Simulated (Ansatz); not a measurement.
The cell comes from COD entry 1527719, which wasn't checked; take it as a given geometry.

ScZn: DFT, PBEsol, PAW with Ansatz's default frozen-core files, scalar-relativistic (Ansatz 0.2.0).

Command: `ansatz run input.yaml --threads 1 --pin off --max-ram 3072MiB --backend cpu --events-out ev --progress --plain --runs-dir out` The run took 9 s on 1 thread of Intel(R) Xeon(R) 6975P-C (Granite Rapids) (shared host), peak memory 0.44 GiB.

```yaml
crystal:
  lattice:
    - [3.35, 0.0, 0.0]
    - [0.0, 3.35, 0.0]
    - [0.0, 0.0, 3.35]
  atoms:
    - { symbol: Sc, position: [0.0, 0.0, 0.0] }
    - { symbol: Zn, position: [0.5, 0.5, 0.5] }
kpoints:
  mp_grid: { grid: [10, 10, 10] }
  band_path:
    path:
      - [0.0, 0.0, 0.0]
      - [0.0, 0.5, 0.0]
      - [0.5, 0.5, 0.0]
      - [0.0, 0.0, 0.0]
      - [0.5, 0.5, 0.5]
      - [0.0, 0.5, 0.0]
      - [0.5, 0.5, 0.5]
      - [0.5, 0.5, 0.0]
    npoints: 14
scf:
  occupations: { method: fermi_dirac, width: 0.03 }
hamiltonian:
  xc: pbesol
  pseudopotentials: { kind: paw }
output:
  forces: true
  stress: true
  eigenvalues: true
  efg: { contact_densities: true }
  populations: true
  bader: true
  dos: { projected: true, de: 0.2, e_range: [-14, 8] }
  write_density: true
  write_potential: true
  elf: true
  volumetric_format: npy
```

Output:

```
Engine: ansatz 0.2.0
Pseudopotentials: kind: paw
Pseudopotential: Sc, paw, valence charge 11, recommended cutoff 420 eV (normal)
Pseudopotential: Zn, paw, valence charge 12, recommended cutoff 420 eV (normal)
Functional definition: PBEsol
  exchange = pbesol_x
  correlation = pbesol_c
Crystal: 2 atoms, lattice volume = 37.595 Å³
Basis set: ecut = 420 eV, 739 PW (Γ), exchange–correlation on 48×48×48 points (8 copies of the dense FFT grid, shifted against one another)
Bands: 16, of which v1, the nominal top of the filled ones, is band 12 counted from 1 (11 counted from 0)
Symmetry: 48 space group operations
Space group: Pm-3m (ITA 221), of the structure as read, at distance tolerance 3.4e-5 Å
k-points: 56 of 1000
Non-local potential: Sc, projectors of the file, l = 0: 3, l = 1: 2, l = 2: 3, l = 3: 1
Non-local potential: Zn, projectors of the file, l = 0: 2, l = 1: 2, l = 2: 3, l = 3: 1
PAW form: soft (Blöchl's): semilocal exchange-correlation on the pseudo side does not see the compensation charge
PAW frozen core: Sc, regenerated for the run's functional, and the local potential with it (the file was generated under x = pbe(κ = 0.804, μ = 0.2195149727645171), c = pbe(β = 0.06672455060314922))
PAW frozen core: Zn, regenerated for the run's functional, and the local potential with it (the file was generated under x = pbe(κ = 0.804, μ = 0.2195149727645171), c = pbe(β = 0.06672455060314922))
PAW one-centre angular grid: Sc, 590 points (default); XC on 64 Gauss nodes
PAW one-centre angular grid: Zn, 590 points (default); XC on 64 Gauss nodes
Initial density: superposition of atomic densities (neutral atoms: chi_scale 0, normalization atom), corrected by the library's trained network
Initial wavefunctions: pseudopotential atomic-orbital guess
Functional: x = pbesol(κ = 0.804, μ = 0.12345679012345678), c = pbesol(β = 0.046)
SCF iter   1: F=—  HF=-5393.036789 eV  |F-HF|=—  |Δ(HF+E_count)|=         —  Δρ=5.66e-3  dr2=1.46e-2  ethr=1.77e-3  ⟨swp⟩=5.4  Hψ=4233  notcnv=0
preconditioner: auto → none  [metal: Δε(μ)=0.060 eV  Ē_g=7.684 eV  σ=0.030 eV  W_gap=0.46  n_scr=6 (ndim 8)  ℏωp=23.5 eV  f_vac=0.000  D(μ)=1.58/eV (n_scr^D=18)  sad-step TF]
SCF iter   2: F=—  HF=-5393.032214 eV  |F-HF|=—  |Δ(HF+E_count)|=   4.57e-3  Δρ=2.17e-3  dr2=2.20e-3  ethr=6.36e-5  ⟨swp⟩=2.2  Hψ=1690  notcnv=0
SCF iter   3: F=—  HF=-5393.031723 eV  |F-HF|=—  |Δ(HF+E_count)|=   4.91e-4  Δρ=1.07e-3  dr2=3.77e-4  ethr=9.59e-6  ⟨swp⟩=2.0  Hψ=1659  notcnv=0
SCF iter   4: F=—  HF=-5393.031655 eV  |F-HF|=—  |Δ(HF+E_count)|=   6.85e-5  Δρ=6.45e-4  dr2=9.62e-5  ethr=1.64e-6  ⟨swp⟩=2.0  Hψ=1411  notcnv=0
SCF iter   5: F=—  HF=-5393.031588 eV  |F-HF|=—  |Δ(HF+E_count)|=   6.64e-5  Δρ=2.89e-4  dr2=2.15e-5  ethr=4.18e-7  ⟨swp⟩=2.0  Hψ=1175  notcnv=0
SCF iter   6: F=—  HF=-5393.031582 eV  |F-HF|=—  |Δ(HF+E_count)|=   5.80e-6  Δρ=6.89e-5  dr2=1.02e-6  ethr=9.35e-8  ⟨swp⟩=2.0  Hψ=1264  notcnv=0
SCF iter   7: F=-5393.031582 eV  HF=-5393.031582 eV  |F-HF|=1.40e-8  |Δ(HF+E_count)|=   2.76e-7  Δρ=8.51e-6  dr2=1.27e-8  ethr=4.35e-10  ⟨swp⟩=5.6  Hψ=5122  notcnv=0
SCF 1 converged in 7 iterations: F = -5393.031582 eV  dr2 = 1.27e-8
  greatest PAW one-centre occupation: 0.998 electrons in one spin orbital (limit 2), on the Sc atom at site 0 (counted from 0), in its partial waves of l = 0
NSCF: frozen V_eff on 99 k-points
SCF converged after 7 iterations
Free energy (F): -5393.031582 eV
Harris-Foulkes:  -5393.031582 eV  (|F-HF|=1.40e-8)
Internal energy: -5393.025810 eV  (E = F + TS)
E sigma→0 (E₀):  -5393.028696 eV
Entropy (-TS):   -0.005772 eV (-2.886 meV/atom)
Fermi energy:    10.396791 eV
--- Per-component energies (eV) ---
  E_band       = -110.664050
  E_kinetic    = 391.930451
  E_local      = -2389.856188  (includes V_loc(G=0)·N_el)
  E_nonlocal   = 692.498532
  E_hartree    = 939.854833
  E_xc         = -240.345333
  E_vxc        = -182.680929  (∫ρ·V_xc dr)
  E_paw        = -2717.075106  (= ΣΔE_a)
  E_vpaw       = -502.260461  (= ΣTr[D̂ρ^β])
  E_aug_tail   = -0.000372  (compensation charges beyond the density's cutoff)
  E_ewald      = -2070.959007
  E_core_change = 0.926380  (= ΣΔE_core)
  E_smearing   = -0.005772  (= −TS)
  E_closure    = 0.000000  (closes the sum)
  Σ components = -5393.031582   (vs F -5393.031582, Δ=0.00e0)
--- Forces (eV/Å), atoms counted from 1 ---
  atom   1  Sc    -0.00000000     0.00000000    -0.00000000
  atom   2  Zn     0.00000000    -0.00000000     0.00000000
  max |Σ_I F_I| component: 1.86e-29 eV/Å
--- Stress (GPa, compression-positive) ---
       -3.309437      -0.000000       0.000000
        0.000000      -3.309437       0.000000
        0.000000       0.000000      -3.309437
  P = ⅓ Tr σ = -3.3094 GPa (-33.094 kbar)
--- PAW observables at the nuclei: V_zz in 10²¹ V/m², potentials from the cell's mean, atoms counted from 1 ---
  atom   1  Sc V_zz =    +0.000000   η = 0.0000   by run symmetry: forbidden
            electrostatic potential = -2370.140484 V   contact ρ = 48428.387289 e/Å³
  atom   2  Zn V_zz =    -0.000000   η = 0.0000   by run symmetry: forbidden
            electrostatic potential = -3944.781038 V   contact ρ = 166290.202216 e/Å³
--- Band table (eV; the first three rows and the last of 56) ---
  k-point 0: bands = ["-39.0845", "-17.7186", "-17.7186", "-17.7186", "2.7781", "3.2941", "3.2941", "3.5872", "3.5872", "3.5872", "10.4757", "10.4757", "13.2942", "13.2942", "13.2942", "15.7649"]
  k-point 1: bands = ["-39.0831", "-17.7361", "-17.7171", "-17.7171", "2.9252", "3.3025", "3.3192", "3.5807", "3.5807", "3.5899", "10.4149", "10.4995", "13.0119", "13.0119", "13.2964", "15.1182"]
  k-point 2: bands = ["-39.0792", "-17.7816", "-17.7133", "-17.7133", "3.2697", "3.3246", "3.4763", "3.5638", "3.5638", "3.5970", "10.0419", "10.5640", "12.4833", "12.4833", "13.3021", "14.1954"]
  k-point 55: bands = ["-39.0398", "-17.8516", "-17.8516", "-17.8516", "3.3832", "3.3832", "3.3832", "3.7670", "3.7670", "8.7222", "8.7222", "8.7222", "11.1368", "14.0727", "14.0727", "15.3473"]
--- Löwdin populations: 2 sites ---
  site symbol       q [e]
     0     Sc     11.2059
     1     Zn     11.1326
  spilling = 0.028761 (of n_electrons = 23.000000)
--- Bader charges: 2 sites ---
  site symbol  charge [e]  shift [e]
     0     Sc      1.3011     0.0001
     1     Zn     -1.3011     0.0001
  estimated error of the sums over rays = 2.3e-4 e
```

populations.tsv:

```
# site	symbol	l	j	q
# orbitals = lowdin
# n_electrons = 23.000000
# spilling = 0.028761
0	Sc	0_3S	-	1.980451
0	Sc	0_4S	-	1.019204
0	Sc	1_3P	-	5.995256
0	Sc	2_3D	-	2.210946
1	Zn	0_4S	-	1.194747
1	Zn	2_3D	-	9.937893
```

bader_charges.tsv:

```
# site	symbol	x_ang	y_ang	z_ang	partial_charge_e	electrons	volume_ang3	relative_density_drop	shared_charge_e	partial_wave_shift_e
# quadrature_error_electrons = 2.3e-4
0	Sc	0.0000	0.0000	0.0000	1.30106	19.69894	13.29	-	1.30106	0.00007
1	Zn	1.6750	1.6750	1.6750	-1.30106	31.30106	24.30	-	-1.30106	0.00007
```

Spin polarisation is left out, and whether a magnetic state lies lower isn't shown here.
